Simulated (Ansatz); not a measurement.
LaHfNO₂:
Space group I2₁2₁2₁ (No. 24); a = 5.8560 Å, b = 5.8642 Å, c = 8.1035 Å, α = β = γ = 90.00°

```tsv
atom	site	symmetry	x	y	z
La	4a	2..	0.2699	0.0000	0.2500
Hf	4b	.2.	0.2500	0.4844	0.0000
N	4c	..2	0.5000	0.2500	0.0612
O	4a	2..	0.1463	0.5000	0.2500
O	4c	..2	0.0000	0.2500	0.5550
```
(The calculation used a cell of 10 atoms; values per cell refer to that cell.)

Relaxed with r²SCAN.

### Question
Tabulate the valence density and the electron localisation function along the shortest La–O contact (2.44 Å), the program Ansatz at the r²SCAN level (PAW).

### Answer


```
distance from La (Å)  density (e/Å³)   ELF
--------------------  --------------  ----
0.24                            1.73  0.07
0.37                            1.66  0.24
0.49                            1.63  0.50
0.61                            1.57  0.69
0.73                            1.41  0.78
0.85                            1.14  0.79
0.97                            0.83  0.71
1.10                            0.58  0.47
1.22                            0.43  0.23
1.34                            0.40  0.19
1.46                            0.47  0.35
1.58                            0.69  0.63
1.71                            1.11  0.79
1.83                            1.89  0.83
1.95                            3.20  0.80
2.07                            5.00  0.71
2.19                            6.83  0.52
```

The density is the valence pseudo-density with augmentation charge, so density and ELF within about 1 Å of a nucleus are not all-electron values.

Space group I2_12_12_1. The start of the workflow was typed in or built on a structure type; neither database checked (COD, Materials Project) lists it. Whether it is the stable phase at ambient conditions was not checked. The cell was relaxed with r²SCAN under the symmetry of its start; its stability against distortions is not shown here. No spin polarisation was allowed. Spin–orbit coupling is left out wherever it is not named.

Potentials: the earlier of the program's two PAW sets.
